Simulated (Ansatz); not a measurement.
Te:
Space group P3₁21 (No. 152); a = b = 4.6250 Å, c = 5.9028 Å, α = β = 90.00°, γ = 120.00°

```json
[
 {"atom": "Te", "site": "3a", "symmetry": ".2.", "x": "0.7467", "y": "0.7467", "z": "0.0000"}
]
```

Relaxed at zero pressure with DFT-r²SCAN in the program Ansatz with PAW potentials.

Task: The volume is lowered by 9 % and shape and atoms relax at that volume. What pressure results, and how do the axes share the change?

Result: 1.8 GPa; a -4.9 %, b -4.9 %, c 0.7 %; the energy rises by 16 meV/atom.

Task: Give the new structure.

Result: 
Space group P3₁21 (No. 152); a = b = 4.398 Å, c = 5.942 Å, α = β = 90.00°, γ = 120.00°

| atom | site | symmetry | x | y | z |
|---|---|---|---|---|---|
| Te | 3a | .2. | 0.7305 | 0.7305 | 0.0000 |

The phase is kept; no other phase was compared at this pressure.

Space group P3_121 (trigonal Se type). Symmetry was held in the r²SCAN relaxation. A crystal of weakly bound chains computed without a dispersion correction: the cell and the soft elastic constants depend strongly on that. Spin–orbit coupling is left out wherever it is not named.

Potentials: the later of the program's two PAW sets.
